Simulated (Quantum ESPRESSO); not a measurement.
## Zn2GaS3F (finding a planted mistake in a log)

Computed values, not a measurement. The program is pw.x of Quantum ESPRESSO 7.5 (plane-wave density functional theory). The cell is made up: 7 atoms on a wurtzite lattice with one site empty, with randomly drawn elements, strain and displacements, not relaxed. PseudoDojo standard norm-conserving files (v0.5 for PBE, v0.4.1 for LDA and PBEsol) set the functional; there is no spin polarisation, spin-orbit coupling or dispersion term, and the masses in the input are unused placeholders.

Intended input:

```
&control calculation='scf', pseudo_dir='./dojo.nc.sr.pbe.v0_5.standard.upf', outdir='./o', disk_io='medium', tprnfor=.true., tstress=.true. /
&system ibrav=0, nat=7, ntyp=4, nbnd=45, ecutwfc=84.00895049, nosym=.true., tot_charge=0,
 occupations='smearing', smearing='fd', degauss=0.0018374661
/
&electrons conv_thr=7.350e-09, electron_maxstep=60, /
ATOMIC_SPECIES
F 1.0 F.upf
Ga 1.0 Ga.upf
S 1.0 S.upf
Zn 1.0 Zn.upf
CELL_PARAMETERS angstrom
3.5642 0.0 0.0
0.0 6.1733 0.0
0.0 0.0 5.8203
ATOMIC_POSITIONS angstrom
Zn 0.0508 0.0852 -0.1159
Zn 1.7055 1.0644 2.9694
Ga 0.0555 4.1606 2.9061
S -0.1352 0.0272 2.1145
S 1.7334 3.0717 2.2413
S 1.7722 1.0154 5.0216
F 0.0302 4.103 5.1341
K_POINTS automatic
5 4 4 1 1 1
```

The log is shortened where brackets say so; the opening notice, blank lines, dates and the lines on written files are dropped, and the path of the files is cut. It prints rydbergs, bohrs and kilobars, and counts compression as positive stress. Where no state is partly filled, the Fermi energy that it prints is only some level between the filled and the empty states on the mesh, and need not lie in the true gap.

Log of the intended run:

```
     Program PWSCF v.7.5
     Parallel version (MPI & OpenMP), running on       1 processor cores
     Number of MPI processes:                 1
     Threads/MPI process:                     1
     [start-up lines left out]
     bravais-lattice index     =            0
     lattice parameter (alat)  =       6.7354  a.u.
     unit-cell volume          =     864.2142 (a.u.)^3
     number of atoms/cell      =            7
     number of atomic types    =            4
     number of electrons       =        78.00
     number of Kohn-Sham states=           45
     kinetic-energy cutoff     =      84.0090  Ry
     charge density cutoff     =     336.0358  Ry
     scf convergence threshold =      7.3E-09
     mixing beta               =       0.7000
     number of iterations used =            8  plain     mixing
     Exchange-correlation= PBE
                           (   1   4   3   4   0   0   0)
     [axes and pseudopotential details left out]
   Cartesian axes
     site n.     atom                  positions (alat units)
         1        Zn     tau(   1) = (   0.0142528   0.0239044  -0.0325178  )
         2        Zn     tau(   2) = (   0.4785085   0.2986364   0.8331182  )
         3        Ga     tau(   3) = (   0.0155715   1.1673307   0.8153583  )
         4        S      tau(   4) = (  -0.0379328   0.0076314   0.5932608  )
         5        S      tau(   5) = (   0.4863363   0.8618203   0.6288368  )
         6        S      tau(   6) = (   0.4972224   0.2848886   1.4088996  )
         7        F      tau(   7) = (   0.0084731   1.1511700   1.4404635  )
     number of k points=    40  Fermi-Dirac smearing, width (Ry)=  0.0018
                       cart. coord. in units 2pi/alat
        k(    1) = (   0.1000000   0.0721697   0.0765467), wk =   0.0500000
        k(    2) = (   0.1000000   0.0721697   0.2296402), wk =   0.0500000
     [further k points left out]
     Dense  grid:    89883 G-vectors     FFT dimensions: (  40,  72,  72)
     Estimated max dynamical RAM per process >     125.51 MB
     Initial potential from superposition of free atoms
     starting charge      77.9970, renormalised to      78.0000
     Starting wfcs are   45 randomized atomic wfcs
     total cpu time spent up to now is       10.2 secs
     per-process dynamical memory:    92.5 Mb
     Self-consistent Calculation
     iteration #  1     ecut=    84.01 Ry     beta= 0.70
     Davidson diagonalization with overlap
     ethr =  1.00E-02,  avg # of iterations =  5.3
     Threshold (ethr) on eigenvalues was too large:
     Diagonalizing with lowered threshold
     Davidson diagonalization with overlap
     ethr =  7.58E-04,  avg # of iterations =  1.4
     total cpu time spent up to now is       68.8 secs
     total energy              =   -1104.41715660 Ry
     estimated scf accuracy    <       0.58204968 Ry
     iteration #  2     ecut=    84.01 Ry     beta= 0.70
     Davidson diagonalization with overlap
     ethr =  7.46E-04,  avg # of iterations =  3.9
     total cpu time spent up to now is      100.9 secs
     total energy              =   -1104.44685061 Ry
     estimated scf accuracy    <       0.86424007 Ry
     [iterations 3 to 9 left out]
     iteration # 10     ecut=    84.01 Ry     beta= 0.70
     Davidson diagonalization with overlap
     ethr =  7.27E-10,  avg # of iterations =  2.0
     total cpu time spent up to now is      332.4 secs
     total energy              =   -1104.66552161 Ry
     estimated scf accuracy    <       0.00000008 Ry
     iteration # 11     ecut=    84.01 Ry     beta= 0.70
     Davidson diagonalization with overlap
     ethr =  9.84E-11,  avg # of iterations =  2.0
     total cpu time spent up to now is      361.7 secs
     End of self-consistent calculation
     [lines on levels left out]
     the Fermi energy is     7.6219 ev
!    total energy              =   -1104.66552163 Ry
     estimated scf accuracy    <          3.4E-09 Ry
     smearing contrib. (-TS)   =       0.00000000 Ry
     internal energy E=F+TS    =   -1104.66552163 Ry
     The total energy is F=E-TS. E is the sum of the following terms:
     one-electron contribution =    -904.58221682 Ry
     hartree contribution      =     480.75105148 Ry
     xc contribution           =    -162.09980556 Ry
     ewald contribution        =    -518.73455074 Ry
     convergence has been achieved in  11 iterations
     Forces acting on atoms (cartesian axes, Ry/au):
     atom    1 type  4   force =    -0.03852177   -0.07492673   -0.00337633
     atom    2 type  4   force =    -0.02512826   -0.02989627   -0.03891509
     atom    3 type  2   force =    -0.05463496    0.00162508    0.10172075
     atom    4 type  3   force =     0.02529669   -0.01673177   -0.00762443
     atom    5 type  3   force =     0.05318805    0.04146910   -0.06457833
     atom    6 type  3   force =     0.04033993    0.04293936    0.08203695
     atom    7 type  1   force =    -0.00053969    0.03552123   -0.06926353
     Total force =     0.222354     Total SCF correction =     0.000431
     Computing stress (Cartesian axis) and pressure
          total   stress  (Ry/bohr**3)                   (kbar)     P=      141.71
   0.00119709  -0.00009163  -0.00018699          176.10      -13.48      -27.51
  -0.00009163   0.00085403  -0.00017483          -13.48      125.63      -25.72
  -0.00018699  -0.00017483   0.00083891          -27.51      -25.72      123.41
     init_run     :      9.84s CPU     10.10s WALL (       1 calls)
     electrons    :    330.52s CPU    351.53s WALL (       1 calls)
     forces       :      4.34s CPU      4.45s WALL (       1 calls)
     stress       :     16.42s CPU     16.56s WALL (       1 calls)
     [timing details left out]
     PWSCF        :   6m 1.36s CPU   6m23.11s WALL
     JOB DONE.
```

A second run was made from an input with one planted mistake. Its log:

```
     Program PWSCF v.7.5
     Parallel version (MPI & OpenMP), running on       1 processor cores
     Number of MPI processes:                 1
     Threads/MPI process:                     1
     [start-up lines left out]
     bravais-lattice index     =            0
     lattice parameter (alat)  =       6.7354  a.u.
     unit-cell volume          =     864.2142 (a.u.)^3
     number of atoms/cell      =            7
     number of atomic types    =            4
     number of electrons       =        78.00
     number of Kohn-Sham states=           63
     kinetic-energy cutoff     =      84.0090  Ry
     charge density cutoff     =     336.0358  Ry
     scf convergence threshold =      7.3E-09
     mixing beta               =       0.7000
     number of iterations used =            8  plain     mixing
     Exchange-correlation= PBE
                           (   1   4   3   4   0   0   0)
     [axes and pseudopotential details left out]
   Cartesian axes
     site n.     atom                  positions (alat units)
         1        Zn     tau(   1) = (   0.0142528   0.0239044  -0.0325178  )
         2        Zn     tau(   2) = (   0.4785085   0.2986364   0.8331182  )
         3        Ga     tau(   3) = (   0.0155715   1.1673307   0.8153583  )
         4        S      tau(   4) = (  -0.0379328   0.0076314   0.5932608  )
         5        S      tau(   5) = (   0.4863363   0.8618203   0.6288368  )
         6        S      tau(   6) = (   0.4972224   0.2848886   1.4088996  )
         7        F      tau(   7) = (   0.0084731   1.1511700   1.4404635  )
     number of k points=    40  Fermi-Dirac smearing, width (Ry)=  0.0375
                       cart. coord. in units 2pi/alat
        k(    1) = (   0.1000000   0.0721697   0.0765467), wk =   0.0500000
        k(    2) = (   0.1000000   0.0721697   0.2296402), wk =   0.0500000
     [further k points left out]
     Dense  grid:    89883 G-vectors     FFT dimensions: (  40,  72,  72)
     Estimated max dynamical RAM per process >     141.33 MB
     Initial potential from superposition of free atoms
     starting charge      77.9970, renormalised to      78.0000
     Starting wfcs are   45 randomized atomic wfcs +   18 random wfcs
     total cpu time spent up to now is       11.6 secs
     per-process dynamical memory:    80.0 Mb
     Self-consistent Calculation
     iteration #  1     ecut=    84.01 Ry     beta= 0.70
     Davidson diagonalization with overlap
     ethr =  1.00E-02,  avg # of iterations =  7.6
     Threshold (ethr) on eigenvalues was too large:
     Diagonalizing with lowered threshold
     Davidson diagonalization with overlap
     ethr =  7.47E-04,  avg # of iterations =  1.6
     total cpu time spent up to now is       97.9 secs
     total energy              =   -1104.42307967 Ry
     estimated scf accuracy    <       0.58244898 Ry
     iteration #  2     ecut=    84.01 Ry     beta= 0.70
     Davidson diagonalization with overlap
     ethr =  7.47E-04,  avg # of iterations =  2.9
     total cpu time spent up to now is      139.9 secs
     total energy              =   -1104.38963544 Ry
     estimated scf accuracy    <       1.09123773 Ry
     [iterations 3 to 10 left out]
     iteration # 11     ecut=    84.01 Ry     beta= 0.70
     Davidson diagonalization with overlap
     ethr =  1.62E-10,  avg # of iterations =  2.0
     total cpu time spent up to now is      510.5 secs
     total energy              =   -1104.67396493 Ry
     estimated scf accuracy    <          8.0E-09 Ry
     iteration # 12     ecut=    84.01 Ry     beta= 0.70
     Davidson diagonalization with overlap
     ethr =  1.02E-11,  avg # of iterations =  2.5
     total cpu time spent up to now is      558.5 secs
     End of self-consistent calculation
     [lines on levels left out]
     the Fermi energy is     8.0527 ev
!    total energy              =   -1104.67396493 Ry
     estimated scf accuracy    <          1.5E-09 Ry
     smearing contrib. (-TS)   =      -0.03663973 Ry
     internal energy E=F+TS    =   -1104.63732520 Ry
     The total energy is F=E-TS. E is the sum of the following terms:
     one-electron contribution =    -904.47220117 Ry
     hartree contribution      =     480.65856982 Ry
     xc contribution           =    -162.08914311 Ry
     ewald contribution        =    -518.73455074 Ry
     convergence has been achieved in  12 iterations
     Forces acting on atoms (cartesian axes, Ry/au):
     atom    1 type  4   force =    -0.03838413   -0.07797251   -0.00058250
     atom    2 type  4   force =    -0.02504926   -0.02767734   -0.04245447
     atom    3 type  2   force =    -0.05423357   -0.00121556    0.10127617
     atom    4 type  3   force =     0.02469613   -0.01055544   -0.01068610
     atom    5 type  3   force =     0.05337764    0.03610895   -0.06688167
     atom    6 type  3   force =     0.04003729    0.04437200    0.08032559
     atom    7 type  1   force =    -0.00044410    0.03693990   -0.06099701
     Total force =     0.220273     Total SCF correction =     0.000221
     Computing stress (Cartesian axis) and pressure
          total   stress  (Ry/bohr**3)                   (kbar)     P=      146.36
   0.00122562  -0.00009683  -0.00018366          180.30      -14.24      -27.02
  -0.00009683   0.00087606  -0.00019001          -14.24      128.87      -27.95
  -0.00018366  -0.00019001   0.00088305          -27.02      -27.95      129.90
     init_run     :     10.75s CPU     11.54s WALL (       1 calls)
     electrons    :    514.37s CPU    546.86s WALL (       1 calls)
     forces       :      7.57s CPU      7.63s WALL (       1 calls)
     stress       :     24.83s CPU     24.94s WALL (       1 calls)
     [timing details left out]
     PWSCF        :   9m17.78s CPU   9m51.53s WALL
     JOB DONE.
```

Question: what was wrong in the second input?

Answer: the smearing is too wide. The input lines that differ, file-writing options aside:

```
- &system ibrav=0, nat=7, ntyp=4, nbnd=45, ecutwfc=84.00895049, nosym=.true., tot_charge=0,
+ &system ibrav=0, nat=7, ntyp=4, nbnd=63, ecutwfc=84.00895049, nosym=.true., tot_charge=0,
-  occupations='smearing', smearing='fd', degauss=0.0018374661
+  occupations='smearing', smearing='fd', degauss=0.0374843086
```

|  | intended run | run with the mistake |
| --- | --- | --- |
| free energy (eV) | -15029.740 | -15029.855 |
| smearing term -TS (eV) | 0.0000 | -0.4985 |
| pressure (GPa) | 14.17 | 14.64 |
| largest force component (eV/Å) | 2.615 | 2.604 |
| largest change of a force component (eV/Å) |  | 0.213 |
| iterations | 11 | 12 |

For scale, a rerun of the intended cell at 1437 eV and a 7 x 6 x 6 mesh moved values by no more than 0.009 eV in energy, 0.10 GPa in stress and 0.004 eV/Å in force. The number of bands, nbnd, was set by rule from the electron count and the smearing, so it follows the mistake.